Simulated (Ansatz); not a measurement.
BaTiO3:
Space group Pm-3m (No. 221); a = b = c = 3.9702 Å, α = β = γ = 90.00°

```tsv
atom	site	symmetry	x	y	z
Ba	1b	m-3m	0.5000	0.5000	0.5000
Ti	1a	m-3m	0.0000	0.0000	0.0000
O	3d	4/mm.m	0.0000	0.0000	0.5000
```

Relaxed with PBEsol. Independent-particle spectrum: no excitons, no local fields, no scissors shift; 0.1 eV broadening; ε₁ of the summed bands alone.

### Question
Tabulate the dielectric function from DFT-PBEsol in the program Ansatz with PAW potentials.

### Answer


| E (eV) | ε₁ xx | ε₂ xx |
|---|---|---|
| 0.0 | 6.57 | 0.00 |
| 0.4 | 6.61 | 0.00 |
| 0.8 | 6.75 | 0.00 |
| 1.2 | 7.03 | 0.00 |
| 1.6 | 7.56 | 0.00 |
| 2.0 | 8.75 | 0.65 |
| 2.4 | 9.23 | 1.91 |
| 2.8 | 8.50 | 3.33 |
| 3.2 | 8.94 | 4.51 |
| 3.6 | 7.97 | 6.21 |
| 4.0 | 7.13 | 7.86 |
| 4.4 | 3.08 | 9.63 |
| 4.8 | 1.14 | 4.88 |
| 5.2 | 1.35 | 3.54 |
| 5.6 | 2.41 | 2.79 |
| 6.0 | 3.04 | 2.66 |
| 6.4 | 4.11 | 2.86 |
| 6.8 | 3.76 | 4.13 |
| 7.2 | 2.89 | 4.88 |
| 7.6 | 2.58 | 4.13 |
| 8.0 | 2.85 | 4.00 |
| 8.4 | 2.94 | 4.82 |
| 8.8 | 2.17 | 5.29 |
| 9.2 | 1.12 | 5.18 |
| 9.6 | 0.86 | 4.30 |
| 10.0 | 0.85 | 4.81 |
| 10.4 | -0.14 | 4.65 |
| 10.8 | -1.07 | 3.70 |
| 11.2 | -0.79 | 3.74 |
| 11.6 | -0.65 | 3.09 |
| 12.0 | -1.07 | 3.27 |

### Question
From ε at 2.8 eV (xx: 8.50 + 3.33i), find n, k, the normal reflectivity and the absorption coefficient.

### Answer
n = 2.97, k = 0.559, R = 26 %, α = 2kE/ħc = 160000 cm⁻¹.

With all bands, ε∞ without local fields is 6.92. DFPT, with local fields, gives 6.73.

This is a known high-temperature phase of the composition, computed here at zero pressure and temperature. Symmetry was held in the PBEsol relaxation; its stability against distortions is not shown here. No spin polarisation was allowed. Scalar-relativistic: spin–orbit coupling is off unless named, which matters more the heavier the elements.

Potentials: the earlier of the program's two PAW sets. The files were generated under PBE; for other functionals the program regenerates the frozen cores, and for LDA and PBEsol the local potential too.
